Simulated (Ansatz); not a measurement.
GaP (NiAs type, P6_3/mmc), PBE (plane waves, PAW; program Ansatz), all energies at zero smearing, with the estimated change up to a 700 eV cutoff added, with one set of potentials and settings (totals compare only within such a set). Cell of 4 atoms (2 Ga, 2 P): -9077.334 eV.

```json
[
 {"element": "Ga", "reference phase": "Cmce, 4 atoms in the cell", "E (eV/atom)": "-3783.0209"},
 {"element": "P", "reference phase": "Cmce, 4 atoms in the cell", "E (eV/atom)": "-755.6743"}
]
```

Formation energy per atom, worked out: (-9077.334 − 2×(-3783.0209) − 2×(-755.6743))/4 = 0.014 eV/atom (1 kJ per mol of atoms), at 0 K, without zero-point energy or fitted corrections.

A made-up cell: these elements were put on the sites of a structure type; neither database checked (COD, Materials Project) lists it. It is not the phase usual at ambient conditions (space group No. 216). Symmetry was held in the PBE relaxation; its stability against distortions is not shown here. The references are the lowest solids computed at this level, not always the standard phases. Spin–orbit coupling is left out wherever it is not named.

Potentials: the later of the program's two PAW sets.
